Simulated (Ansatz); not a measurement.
The slice is one period of a {111} plane through atoms; its size isn't given.

Level of theory: r2SCAN (plane waves to 500 eV, PAW, scalar-relativistic; Ansatz, a program for electronic structure). These are valence fields of a PAW run, semicore shells included where kept as valence: close to a nucleus they are smooth pseudo fields.

```
|9997420000024799|
|9986310000013689|
|8764200000002467|
|5532000000000235|
|2210000000000012|
|0000000000000000|
|0000000000000000|
|0000000000000000|
|0000001222100000|
|0000023555320000|
|0000246787642000|
|0001368999863100|
|0002479999974200|
|0002589979985200|
|0002479999974200|
|0001368999863100|
|0000246787642000|
|0000023555320000|
|0000001222100000|
|0000000000000000|
|0000000000000000|
|0000000000000000|
|2210000000000012|
|5532000000000235|
|8764200000002467|
|9986310000013689|
|9997420000024799|
|7998520000025899|
```
Scale: ten equal steps from -1.39 (start of '0') to 0.42 (end of '9'), in the order '0123456789'. Values: log₁₀ of the valence density in e/Å³. The map has 16 points along u (one character each, u = 0 at the left) and 28 along v (v = 0 in the bottom row). The scale is logarithmic, as a density can span decades between atoms and voids.

```
|xxxx99996600001133110000669999xx|
|99999988330000224422000033889999|
|99998855000011335533110000558899|
|77663300000022555555220000003366|
|00000000001144555555441100000000|
|00000000223344444444443322000000|
|11112233333322111111223333332211|
|44444433220000000000000022334444|
|55554411000000000000000000114455|
|55552200000033667766330000002255|
|55331100005588999999885500001133|
|44220000338899999999998833000022|
|33110000669999xxxxxx999966000011|
|33110000669999xxxxxx999966000011|
|33110000669999xxxxxx999966000011|
|44220000338899999999998833000022|
|55331100005588999999885500001133|
|55552200000033667766330000002255|
|55554411000000000000000000114455|
|44444433220000000000000022334444|
|11112233333322111111223333332211|
|00000000223344444444443322000000|
|00000000001144555555441100000000|
|77663300000022555555220000003366|
|99998855000011335533110000558899|
|99999988330000224422000033889999|
|xxxx99996600001133110000669999xx|
|xxxx99996600001133110000669999xx|
```
Scale: ten equal steps from 0.05 (start of '0') to 0.87 (end of '9'), in the order '0123456789'. Values: electron localisation function (ELF). The map has 16 points along u (two characters each, u = 0 at the left) and 28 along v (v = 0 in the bottom row). Points within 0.5 Å of a nucleus are blanked (x), as the pseudised field means little there.

Problem. Which relaxed crystal do these maps come from?
(A) Al (fcc, Cu type)
(B) Ni (fcc, Cu type)
(C) Sr (fcc, Cu type)
(D) Au (fcc, Cu type)

Solution. C, Sr (fcc, Cu type). Atoms on the slice: Sr at (0.00, 0.00); Sr at (0.50, 0.50)

All were relaxed with their symmetry unable to fall. Relaxed Ni ends ferromagnetic. Spin-orbit coupling is left out. The magnetic order is the one the run started from; other orders were not tried. (This holds for the magnetic or f-shell members.)
